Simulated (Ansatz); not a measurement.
YbN: from a first guess to the relaxed zincblende type

First guess:

```xyz
2
Lattice="0.0000 2.5882 2.5882 2.5882 0.0000 2.5882 2.5882 2.5882 0.0000" Properties=species:S:1:pos:R:3 pbc="T T T"
Yb    0.0000    0.0000    0.0000
N     1.2941    1.2941    1.2941
```

The calculation used DFT, PBE, PAW with Ansatz's default frozen-core files, scalar-relativistic (Ansatz 0.2.0).

Cell and atoms relax within the symmetry of the start on a 11×11×11 k mesh with 0.08 eV Fermi–Dirac smearing.

The start is built from a prototype, known or not as a phase of this compound; the cutoff is 420 eV.

Where the f shell is localised, expect the real compound to differ from this run without U.

No spin–orbit coupling, which matters for the heavy atoms here.

Problem. What is the pressure of the first guess?

Solution. 0.18 GPa.

Problem. What does it relax to?

Solution. a = 5.180 Å, b = 5.180 Å, c = 5.180 Å, α = 90.00°, β = 90.00°, γ = 90.00° (conventional cell), 17.37 Å³ per atom:
```cif
data_structure
_symmetry_space_group_name_H-M 'F-43m'
_symmetry_Int_Tables_number 216
_cell_length_a 5.1797
_cell_length_b 5.1797
_cell_length_c 5.1797
_cell_angle_alpha 90.000
_cell_angle_beta 90.000
_cell_angle_gamma 90.000
_cell_volume 138.97
loop_
_atom_site_label
_atom_site_type_symbol
_atom_site_symmetry_multiplicity
_atom_site_Wyckoff_symbol
_atom_site_fract_x
_atom_site_fract_y
_atom_site_fract_z
_atom_site_occupancy
Yb1 Yb 4 a 0.00000 0.00000 0.00000 1
N1 N 4 d 0.25000 0.25000 0.75000 1
```

Problem. How much energy does the relaxation release?

Solution. 0 meV/atom.
